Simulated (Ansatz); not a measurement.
Values for one crystal, relaxed and computed with plane-wave PAW PBEsol (Ansatz code); other levels are named.

| Quantity | Result |
|---|---|
| Volume per atom | 13.74 Å³ |
| Electronic character | metallic (no gap) |
| Pressure derivative B′ | 4.0 |
| Young's modulus | 218 GPa |
| Mechanical stability | stable (all eigenvalues of C positive) |
| Zone-centre stability | no imaginary mode at Γ |
| Bulk modulus (Birch–Murnaghan fit) | 237 GPa |

Task: Pick the material that matches.
A. TaTe, Cmcm (Te on 4c, Ta on 4c)
B. TaAs, CsCl type
C. GaSb, zinc blende
D. TaC, zinc blende

Result: D, TaC, zinc blende

Space group F-43m (zinc blende). The start of the workflow was typed in or built on a structure type; neither database checked (COD, Materials Project) lists it. It is not the phase usual at ambient conditions (space group No. 225). The PBEsol relaxation kept the symmetry of its start. The run is not spin-polarised. Spin–orbit coupling is left out wherever it is not named.

Potentials: the earlier of the program's two PAW sets. The files were generated under PBE; for other functionals the program regenerates the frozen cores, and for LDA and PBEsol the local potential too.
